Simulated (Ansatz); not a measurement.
The calculation used DFT PBE, scalar-relativistic, plane waves, PAW (Ansatz 0.2.0). Settings: cutoff 420 eV, Γ-centred meshes spaced at most about 0.3 Å⁻¹, and about 0.25 Å⁻¹ or finer for metals (2π included), Gaussian smearing. No spin polarisation in the final relaxations.

All energies are static (0 K, no zero-point motion).

Two relaxed structures of Sc₄Al:

A. Space group R-3m (No. 166), trigonal, a = 4.947 Å, c = 15.821 Å. Sc on its first site is surrounded by 1 Al at 2.90 Å, 3 Sc at 2.91 Å, 7 Sc at 3.18–3.45 Å and 3 Al at 3.71 Å; Sc on its second site has 3 Al at 3.02 Å and 11 Sc at 3.18–3.46 Å; Al is surrounded by 8 Sc at 2.90–3.02 Å and 6 Sc at 3.71 Å.

B. Space group P6_3/mmc (No. 194), hexagonal, a = 3.256 Å, c = 25.318 Å. Sc on its first site has 3 Al at 3.02 Å and 9 Sc at 3.26 Å; Sc on its second site has 12 Sc at 3.21–3.26 Å; Al has 6 Sc at 3.02 Å and 6 Al at 3.26 Å.

Question: Which would you expect to be lower, and how large is the difference?

Answer: A is lower, by 109 meV/atom. A has Sc and Al ordered on bcc sites, space group R-3m (No. 166), 22.4 Å³/atom and no gap on its mesh; B has Sc and Al ordered on hcp sites, space group P6_3/mmc (No. 194), 23.2 Å³/atom and no gap. Counting all near atoms (those within 1.25 times the shortest distance at each site; a slash parts the counts of unlike sites), A has Sc 11/14, Al 8 and B has Sc 12, Al 12. The denser one is the lower, and pressure would at first widen the difference. Both come from invented guesses.

A magnetic state wasn't ruled out in cells without spin, among them P6_3/mmc. With atoms moved at random, R-3m came back. Other cells relaxed within their symmetry can be saddle points.
